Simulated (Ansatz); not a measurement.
MgS:
```xyz
2
Lattice="0.0000 2.6016 2.6016 2.6016 0.0000 2.6016 2.6016 2.6016 0.0000" Properties=species:S:1:pos:R:3 pbc="T T T"
S      0.0000     0.0000     0.0000
Mg     2.6016     2.6016     2.6016
```

Tensor components refer to the Cartesian frame of this cell.

Give the high-frequency dielectric tensor and the Born effective charge tensors of the independent atoms from DFPT, r²SCAN in the plane-wave PAW code Ansatz.


ε∞:
```
4.90  0.00  0.00
0.00  4.90  0.00
0.00  0.00  4.90
```
Z* of atom 1 (S), rows: field, columns: displacement, in e:
```
-2.31   0.00   0.00
 0.00  -2.31   0.00
 0.00   0.00  -2.31
```
Z* of atom 2 (Mg), rows: field, columns: displacement, in e:
```
2.31  0.00  0.00
0.00  2.31  0.00
0.00  0.00  2.31
```

Static charges for comparison (Bader): S1 -1.71, Mg2 +1.71 e. Born charges measure polarisation by displacement and can exceed these by far.

Space group Fm-3m (rock salt). The cell was relaxed with r²SCAN under the symmetry of its start; phonons on a q-mesh show no instability.

Potentials: the later of the program's two PAW sets.
